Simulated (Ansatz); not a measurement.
Relaxed-ion elastic tensor of Ni (hcp (Mg type), space group No. 194) in GPa (Voigt order), DFT-PBEsol in the program Ansatz with PAW potentials; density 9.35 g/cm³, 10.42 Å³ per atom.

```csv
,1,2,3,4,5,6
1,370,172,141,0.0,0.0,0.0
2,172,370,141,0.0,0.0,0.0
3,141,141,402,0.0,0.0,0.0
4,0.0,0.0,0.0,66.2,0.0,0.0
5,0.0,0.0,0.0,0.0,66.2,0.0
6,0.0,0.0,0.0,0.0,0.0,99.3
```

### Question
Is the crystal mechanically stable?

### Answer
Yes: the smallest eigenvalue of C is 66.2 GPa.

### Question
Work out the Voigt, Reuss and Hill averages.

### Answer
K_V = 228, K_R = 228, K_H = 228; G_V = 92.3, G_R = 86.2, G_H = 89.2 GPa.

### Question
Give Young's modulus, Poisson's ratio, Pugh's ratio and the universal anisotropy index.

### Answer
E = 9KG/(3K + G) = 237 GPa; ν = 0.33; K/G = 2.55 (ductile by the Pugh limit of 1.75); A_U = 5G_V/G_R + K_V/K_R − 6 = 0.36.

### Question
Estimate the sound speeds and the Debye temperature.

### Answer
v_l = √((K + 4G/3)/ρ) = 6090 m/s, v_t = √(G/ρ) = 3090 m/s, mean 3460 m/s; Θ = (h/k)(3n/4πV)^(1/3) v_m = 472 K.

### Question
How much does each axis shrink under pressure?

### Answer
Linear compressibilities β_i = Σ_j S_ij (j = 1 to 3): x 1.5, y 1.5, z 1.5 per TPa.

Space group P6_3/mmc (hcp (Mg type)). The workflow started from a Materials Project entry (that database holds measured and hypothetical structures alike); the Crystallography Open Database files this formula in space group No. 194, but the cells were not matched. It is not the phase usual at ambient conditions (space group No. 225). The PBEsol relaxation kept the symmetry of its start; whether a distortion lowers the energy is not shown. Spin order of the final state: ferromagnetic, chosen from 5 collinear starts compared on coarse meshes (ties went to the first, and starts can fall back to one state), not a proven ground state. As this level gives no gap, shear constants depend on the k-mesh and smearing (Fermi–Dirac, 0.1 eV here). On the denser mesh and wider smearing of the elastic run this cell carries a stress of 0.5 GPa.

Potentials: the earlier of the program's two PAW sets.
